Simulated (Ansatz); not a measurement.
**Ta2O5: do energies and stresses tell the same story?**

Theory: DFT PBEsol, scalar-relativistic, plane waves, PAW (Ansatz 0.2.0).

Settings: cutoff 420 eV, Γ-centred mesh 8×8×8 on the computed 7-atom cell, Gaussian smearing of 0.02 eV; no spin polarisation.

Relaxed cell: I4/mmm, a = 5.241 Å, b = 5.241 Å, c = 9.583 Å, α = 90.00°, β = 90.00°, γ = 90.00°, 7 atoms in the primitive cell. Whether it is the stable form of this composition wasn't checked.

Energies at zero smearing and pressures from the stress tensor, at volumes with shape and atoms relaxed:
```json
{"V (Å³/atom)": "17.672", "E − E(first) (meV/atom)": "0.00", "P (GPa)": "9.81"}
{"V (Å³/atom)": "18.236", "E − E(first) (meV/atom)": "-25.50", "P (GPa)": "4.78"}
{"V (Å³/atom)": "18.800", "E − E(first) (meV/atom)": "-33.67", "P (GPa)": "0.00"}
{"V (Å³/atom)": "19.364", "E − E(first) (meV/atom)": "-26.12", "P (GPa)": "-4.23"}
{"V (Å³/atom)": "19.928", "E − E(first) (meV/atom)": "-4.64", "P (GPa)": "-7.91"}
```

Question: Check P = −dE/dV between neighbouring volumes, and get the bulk modulus from the pressures alone.

Answer: With 1 eV/Å³ = 160.2 GPa:
```tsv
middle V (Å³/atom)	−ΔE/ΔV (GPa)	mean P (GPa)
17.954	7.245	7.294
18.518	2.321	2.391
19.082	-2.147	-2.115
19.646	-6.102	-6.072
```

The two differ by 0.07 GPa at most. The mean of two end pressures misses the average over a step by about ΔV² P″/12, up to 0.05 GPa here; with that taken off 0.05 GPa remains, from the finite cutoff, the mesh or the relaxation's tolerance. Around V = 18.800 Å³/atom, the two neighbours give B = −V ΔP/ΔV = 18.800 × 9.01 / 1.128 = 150.2 GPa, against B0 = 147.8 GPa from the Birch–Murnaghan fit of the energies.

Spin–orbit coupling is left out, which can shift energies with elements as heavy as these.